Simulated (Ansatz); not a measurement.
ZnSnO₃:
```
ZnSnO3
1.0
    2.63911     1.52369     4.67026
   -2.63911     1.52369     4.67026
    0.00000    -3.04738     4.67026
Zn Sn O
2 2 6
Cartesian
  0.00000   0.00000  10.02420
  0.00000   0.00000   3.01880
  0.00000   0.00000  13.97971
  0.00000   0.00000   6.97432
 -1.04122   1.48224   6.01607
  1.80427   0.16060   6.01607
 -0.76305  -1.64284   6.01607
  0.83484  -1.36309   8.35120
  0.76305   1.40454   8.35120
 -1.59789  -0.04145   8.35120
```

The program Ansatz at the PBEsol level (PAW) gives a gap of 1.25 eV without spin–orbit coupling, maximum at Γ, minimum at Γ.

Task: What happens when spin–orbit coupling is switched on?

Result: The gap falls by 0.01 eV, to 1.24 eV; maximum at Γ, minimum at Γ.

Task: Give the electron effective mass with spin–orbit coupling.

Result: 0.19 mₑ (isotropic).

Space group R3c. Symmetry was held in the PBEsol relaxation.

Potentials: the later of the program's two PAW sets.
